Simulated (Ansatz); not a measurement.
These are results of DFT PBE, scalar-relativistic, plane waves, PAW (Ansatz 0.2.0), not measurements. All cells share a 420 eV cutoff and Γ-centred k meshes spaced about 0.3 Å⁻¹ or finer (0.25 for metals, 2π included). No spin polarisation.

All energies are static (0 K, no zero-point motion).

Compare these two cells of Si₃C₄, each relaxed at this level.

1.

```
CELL_PARAMETERS angstrom
3.13108 0.00000 0.00000
0.00000 7.13525 0.00000
0.00000 0.00000 4.81859
ATOMIC_POSITIONS crystal
Si 0.50000 0.00000 0.53982
Si 0.50000 0.25888 0.86442
Si 0.50000 0.74112 0.86442
C 0.50000 0.90675 0.16590
C 0.50000 0.09325 0.16590
C 0.00000 0.59652 0.85919
C 0.00000 0.40348 0.85919
```

2.

```
CELL_PARAMETERS angstrom
1.54528 0.89217 9.01636
-1.54528 0.89217 9.01636
0.00000 -1.78433 9.01636
ATOMIC_POSITIONS crystal
Si 0.77538 0.77538 0.77538
Si 0.22462 0.22462 0.22462
Si 0.00000 0.00000 0.00000
C 0.70420 0.70420 0.70420
C 0.12327 0.12327 0.12327
C 0.29580 0.29580 0.29580
C 0.87673 0.87673 0.87673
```

**Question.** Which is lower in energy, and by how much?

**Answer.** Cell 1 is lower, by 139 meV/atom. Cell 1 has space group Pmm2 (No. 25), 15.4 Å³/atom and no gap on its mesh; cell 2 has space group R-3m (No. 166), 10.7 Å³/atom and no gap. Counting C atoms around Si (those within 1.25 times the shortest such distance or 1.15 times the sum of covalent radii, 1.27 where that leaves under three; a slash parts the counts of unlike sites), cell 1 has Si 2/3 and cell 2 has Si 4/6. Cell 1 holds Si–Si units of three or more atoms (shortest 2.42 Å) and C–C pairs (shortest 1.33 Å); in cell 2 the shortest Si–Si distance is 3.09 Å and the shortest C–C distance is 2.70 Å. Even the lower one lies +0.68 eV/atom against the reference forms of the elements (uncorrected), so neither is stable at this level. In cell 1, Si on a site of symmetry mm2 is surrounded by 2 C at 1.92 Å and 2 Si at 2.42 Å; Si on a site of symmetry m is surrounded by 3 C at 1.87–1.88 Å and 1 Si at 2.42 Å; around C on its first site lie 1 C at 1.33 Å and 2 Si at 1.87–1.92 Å; 1 more site not described. In cell 2, Si on a site of symmetry 3m has 4 C at 1.83–1.93 Å; Si on a site of symmetry -3m has 6 C at 2.05 Å; around C on its first site lie 1 Si at 1.93 Å and 3 Si at 2.05 Å; 1 more site not described. Both come from trial cells of a structure search, whose lowest cell (P-3m1, 9.9 Å³/atom) lies 245 meV/atom below the lower of the two.

Weakly bound directions are ill-defined at this level, which has no dispersion term (R-3m), and this can change margins and order among such cells. Trial moments fell under 0.15 μB along the way in Pmm2 and R-3m; another start might hold them. Cells relaxed within their symmetry can be saddle points. Some candidate types were left out of the draw beforehand, so a known form may be missing.
